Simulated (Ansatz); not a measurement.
Given:

Ti₃Al:
Space group P-6m2 (No. 187); a = 2.897 Å, b = 2.897 Å, c = 9.133 Å, α = 90.00°, β = 90.00°, γ = 120.00°

```json
[
 {"atom": "Ti", "site": "1e", "symmetry": "-6m2", "x": "0.6667", "y": "0.3333", "z": "0.0000"},
 {"atom": "Ti", "site": "2h", "symmetry": "3m.", "x": "0.3333", "y": "0.6667", "z": "0.2486"},
 {"atom": "Al", "site": "1f", "symmetry": "-6m2", "x": "0.6667", "y": "0.3333", "z": "0.5000"}
]
```

This is the PBEsol-relaxed structure.

Q: All from plane-wave PAW PBEsol (Ansatz code), unless another level is named. Estimate the formation energy from the elements (no fitted shifts).

A: -0.12 eV/atom.

Q: Predict the density of states at the Fermi level.

A: 0.89 states/eV per atom (mean over ±0.08 eV).

The first step of the workflow began from a Materials Project structure, measured or hypothetical; the Crystallography Open Database copy checked does not list it. With Ti and Al taken as one species the cell has the higher symmetry P6_3/mmc, so it may be an ordered model of a mixed-site phase. It is not the phase usual at ambient conditions (space group No. 194). Symmetry was held in the PBEsol relaxation; its stability against distortions is not shown here. No spin polarisation was allowed. Axis ratios of metals converge slowly with the k-mesh, so a and c are less sure than the volume. The references are the lowest solids computed at this level, not always the standard phases.

Potentials: the later of the program's two PAW sets.
